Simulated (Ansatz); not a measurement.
# Field gradients at the nuclei of BaTiO₃

```
CELL_PARAMETERS angstrom
3.99980 0.00000 0.00000
0.00000 3.99980 0.00000
0.00000 0.00000 4.01800
ATOMIC_POSITIONS crystal
Ba 0.00000 0.00000 0.00000
Ti 0.50000 0.50000 0.50000
O 0.50000 0.50000 0.00000
O 0.50000 0.00000 0.50000
O 0.00000 0.50000 0.50000
```

Atom numbers follow the list: Ba1, Ti2, O3, O4, O5.

The conventional cell has a = 4.000 Å, b = 4.000 Å, c = 4.018 Å, α = 90.00°, β = 90.00°, γ = 90.00°. Ba (atom 1) is surrounded by 12 O at 2.83 Å. Ti (atom 2) has 6 O at 2.00 to 2.01 Å as nearest neighbours. O (atom 3) has 2 Ti at 2.01 Å as nearest neighbours. O (atom 4) has 2 Ti at 2.00 Å as nearest neighbours.

The geometry is COD entry 2100860, unchecked; take it as a test cell.

Levels of theory: DFT, PBEsol, all-electron PAW with datasets made for the crystal, scalar-relativistic (Ansatz 0.2.0); DFT, PBEsol, PAW with Ansatz's default frozen-core files, scalar-relativistic (Ansatz 0.2.0).

For the crystal-made all-electron datasets (AE datasets): a Γ-centred 7×7×7 k mesh, Fermi–Dirac smearing of 0.03 eV, cutoff 540 eV (chosen by the program for this cell), no spin polarisation. PAW takes a cutoff of 420 eV at this cell (files made with PBE, cores remade for this functional). The Ansatz runs share mesh, smearing and spin set-up.

Spin–orbit coupling is left out, which moves gradients at and beside heavy atoms by some per cent and at worst by a factor of two.

Vzz is the principal value of largest size of the traceless field-gradient tensor, in 10²¹ V/m², and η = (Vxx − Vyy)/Vzz with |Vzz| ≥ |Vyy| ≥ |Vxx|.

| site | site symmetry | Vzz (η), AE datasets | Vzz (η), PAW |
| --- | --- | --- | --- |
| Ba1 | 4/mmm | 0.07 (η = 0.00) | 0.06 (η = 0.00) |
| Ti2 | 4/mmm | 0.40 (η = 0.00) | 0.41 (η = 0.00) |
| O3 | 4/mmm | ? | ? |
| O4 | mmm. | 2.24 (η = 0.07) | 2.33 (η = 0.06) |

Problem. Give the missing entry: row "O3", column "Vzz (η), AE datasets".

Solution. 2.44 (η = 0.00).

Problem. Fill in "Vzz (η), PAW" for the row "O3".

Solution. 2.53 (η = 0.00).

Problem. Taking Q(O-17) = -0.0256 b, what quadrupole coupling constant follows at O4 from AE datasets?

Solution. Cq = eQVzz/h = 24.180 MHz × -0.0256 × (2.24) = -1.39 MHz.

Problem. By the crystal-made datasets, how do the electrostatic potential and the contact density differ between O3 and O4?

Solution. At O4 the potential is +0.01 V and the contact density +0.01 e/Å³ against O3.
